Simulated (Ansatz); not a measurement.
YN (zinc blende, F-43m), plane-wave PAW PBE (Ansatz code), all energies at zero smearing, with the estimated change up to a 700 eV cutoff added, with one set of potentials and settings (totals compare only within such a set). Cell of 2 atoms (1 N, 1 Y): -4235.587 eV.

| element | reference phase | E (eV/atom) |
|---|---|---|
| N | Pa-3, 8 atoms in the cell | -384.0325 |
| Y | P6_3/mmc, 2 atoms in the cell | -3848.6668 |

Formation energy per atom, worked out: (-4235.587 − 1×(-384.0325) − 1×(-3848.6668))/2 = -1.444 eV/atom (-139 kJ per mol of atoms), at 0 K, without zero-point energy or fitted corrections.

The cell is a constructed one: a structure type filled with these elements; the Crystallography Open Database copy checked does not list it. COD files the formula under space group No. 225, so this cell is another polymorph or a model. Whether it is the stable phase at ambient conditions was not checked. The PBE relaxation kept the symmetry of its start; its stability against distortions is not shown here. No spin polarisation was allowed. The references are the lowest solids computed at this level, not always the standard phases (solids in place of the gases).

Potentials: the later of the program's two PAW sets.
